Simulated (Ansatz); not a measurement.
Bi6Te: from a guess to a relaxed structure

These are results of Ansatz 0.2.0, DFT PBE, scalar-relativistic, plane waves, PAW, not measurements. Cutoff 420 eV, Gaussian smearing, Γ-centred meshes. Cell and atoms relax first on a coarse mesh, the cell is then made exact in the group found at 0.06 to 0.08 Å, and last on a converged mesh; the steps can't lower the symmetry of their start. No spin polarisation.

The cell of Bi6Te is invented: random cell by space group and Wyckoff sites (R-3m, No. 166). Lengths were set from tabulated atomic sizes, so they are only a guess.

```cif
data_structure
_symmetry_space_group_name_H-M 'P 1'
_symmetry_Int_Tables_number 1
_cell_length_a 6.1433
_cell_length_b 6.1433
_cell_length_c 6.1433
_cell_angle_alpha 80.071
_cell_angle_beta 80.071
_cell_angle_gamma 80.071
_cell_volume 222.51
loop_
_atom_site_label
_atom_site_type_symbol
_atom_site_fract_x
_atom_site_fract_y
_atom_site_fract_z
_atom_site_occupancy
Bi1 Bi 0.50000 0.50000 0.00000 1
Bi2 Bi 0.00000 0.50000 0.50000 1
Bi3 Bi 0.50000 0.00000 0.50000 1
Bi4 Bi 0.00000 0.00000 0.50000 1
Bi5 Bi 0.50000 0.00000 0.00000 1
Bi6 Bi 0.00000 0.50000 0.00000 1
Te1 Te 0.00000 0.00000 0.00000 1
```

Formation energies are uncorrected and refer to the elements' standard structures at the same level.

Problem. Where does the relaxation end?

Solution. The symmetry stays R-3m (No. 166). The volume per atom grows by 14.5 %, from 31.8 to 36.4 Å³. The shortest distance goes from 3.07 Å (Bi–Te and Bi–Bi) to 3.24 Å (Bi–Te and Bi–Bi). Conventional cell: a = 8.078 Å, c = 13.524 Å. Bi on its first site has 4 Bi at 3.24 Å, 2 Te at 4.04 Å and 4 Bi at 4.04 Å; Bi on its second site is surrounded by 2 Te at 3.24 Å, 4 Bi at 3.24 Å and 4 Bi at 4.04 Å; Te is surrounded by 6 Bi at 3.24 Å and 6 Bi at 4.04 Å.

```
Bi Te
1.0
     4.03891    2.33186    4.50785
    -4.03891    2.33186    4.50785
     0.00000   -4.66373    4.50785
Bi Te
6 1
Direct
  0.50000 0.50000 0.00000
  0.00000 0.50000 0.50000
  0.50000 0.00000 0.50000
  0.00000 0.00000 0.50000
  0.50000 0.00000 0.00000
  0.00000 0.50000 0.00000
  0.00000 0.00000 0.00000
```

Problem. Give its energy and gap.

Solution.

| Item | Value |
| --- | --- |
| Formation energy | +0.20 eV/atom |
| Gap on the 6×6×6 mesh of the 7-atom cell | 0 eV (a metal) |

A positive value: parting into the elements would lower its energy.

The last run used Gaussian smearing of 0.10 eV. Spin–orbit coupling, which can matter for Bi and Te, is left out. The reference form of Te is held partly by dispersion forces, which this level lacks. Symmetry constrained the relaxation, so the result can be a saddle point. Another cell of the same search, in P-1, lies 197 meV/atom lower, so this cell isn't the stable form at this level.
